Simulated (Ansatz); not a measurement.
# Field gradients of Na8MgNi2O8 from run to run

Cell of run 1: a computed structure from the Materials Project (it need not be an observed phase), taken as it stands.

```
CELL_PARAMETERS angstrom
5.73161 0.00000 0.00000
1.90780 5.46635 0.00000
2.64922 -0.71917 8.46175
ATOMIC_POSITIONS crystal
Na 0.57196 0.93307 0.86439
Na 0.08491 0.43487 0.83453
Na 0.62480 0.42845 0.70045
Na 0.16518 0.91987 0.67042
Na 0.81247 0.91526 0.47092
Na 0.98313 0.57632 0.19459
Na 0.31557 0.98361 0.24961
Na 0.46921 0.41292 0.04713
Mg 0.61719 0.30020 0.35104
Ni 0.11423 0.43657 0.49773
Ni 0.00268 0.01841 0.00845
O 0.25982 0.71986 0.90542
O 0.82882 0.17793 0.86652
O 0.39253 0.20981 0.55414
O 0.90406 0.67456 0.65631
O 0.90812 0.30644 0.42432
O 0.31568 0.57103 0.32203
O 0.18883 0.20806 0.04324
O 0.75413 0.99555 0.20506
```

Sites (sets of like atoms) are named by element and the number of their first atom in this list.

All runs are DFT with Ansatz 0.2.0 (plane waves and PAW, scalar-relativistic unless spin–orbit coupling is named, Γ-centred meshes, Fermi–Dirac smearing where given) in this cell. Start moments of run 1 as typed (μB): 3 on each Ni, none on the rest. Antiparallel start moments (μB): 0 0 0 0 0 0 0 0 0 -3 3 0 0 0 0 0 0 0 0 by atom.

Run 1: PBE, parallel start moments, atoms as given; 420 eV, 4×4×3 k-points, smearing 0.02 eV.
Run 2: r2SCAN, parallel start moments, atoms as given; 500 eV, 4×4×3 k-points, smearing 0.02 eV.
Run 3: PBE, antiparallel start moments, atoms as given; 420 eV, 4×4×3 k-points, smearing 0.02 eV.
Run 4: PBE+U, antiparallel start moments, atoms as given; 420 eV, 4×4×3 k-points, smearing 0.02 eV (U = 5.0 eV on Ni d).
Run 5: r2SCAN, antiparallel start moments, atoms as given; 500 eV, 4×4×3 k-points, smearing 0.02 eV.
Run 6: PBEsol, parallel start moments, atoms as given; 420 eV, 4×4×3 k-points, smearing 0.02 eV.

Question: What does each run give, and what moves the gradients most?

Answer: 

```
run  Ni10 V_zz (η)  O15 V_zz (η)  O17 V_zz (η)  absolute moment (μB)
  1    3.85 (0.92)   5.88 (0.36)   6.57 (0.22)                   6.0
  2    3.59 (0.50)   6.24 (0.34)   6.21 (0.21)                   6.3
  3    3.85 (0.92)   5.88 (0.36)   6.57 (0.22)                   6.0
  4    3.97 (0.32)   6.48 (0.27)   5.77 (0.25)                   6.0
  5    3.59 (0.51)   6.26 (0.34)   6.18 (0.21)                   6.2
  6   -4.02 (0.91)   5.67 (0.37)   6.54 (0.21)                   6.1
```

V_zz in 10²¹ V/m²; 3 of the 19 sets of like atoms are followed. Against run 1, the gradient tensors on these sites move by at most 1.23 in run 2 (Ni10), 0.00 in run 3, 1.68 in run 4 (Ni10), 1.22 in run 5 (Ni10), 0.39 in run 6 (Ni10). Taken one at a time, the Hubbard term moves the tensors on these sites by up to 1.68 (largest principal value of the change, on Ni10), the functional (between the two that differ most) by 1.60 (Ni10), the magnetic start by 0.04 (Ni10). On some sites the largest principal value moves to another axis from run to run, and the sign of V_zz can flip with it. On Ni10 η is near 1, so the change of sign is little more than a relabelling of axes.

With these PAW files V_zz is typically within 2 to 3 % of all-electron values, but misses above 10 % occur on Ni. The magnetic order is the one that the run reached from its start moments, not necessarily the measured one. For runs 2, 6: All moments are parallel here, as the start or the cell imposes; many such compounds order antiparallel, where fields and spin densities carried over to other atoms largely cancel. In runs 1, 2, 5, 6 the program didn't check the stability of the electronic state in full, so a lower one may lie near. In runs 1, 3, 6 the gap is small for the k-mesh or the smearing, and small gradients can still move by 0.1 × 10²¹ V/m² or more. In run 5 the atoms aren't at the calculated equilibrium (largest force 0.26 eV/Å). Run 1: The moments were started parallel, and the run ended with some of them reversed.
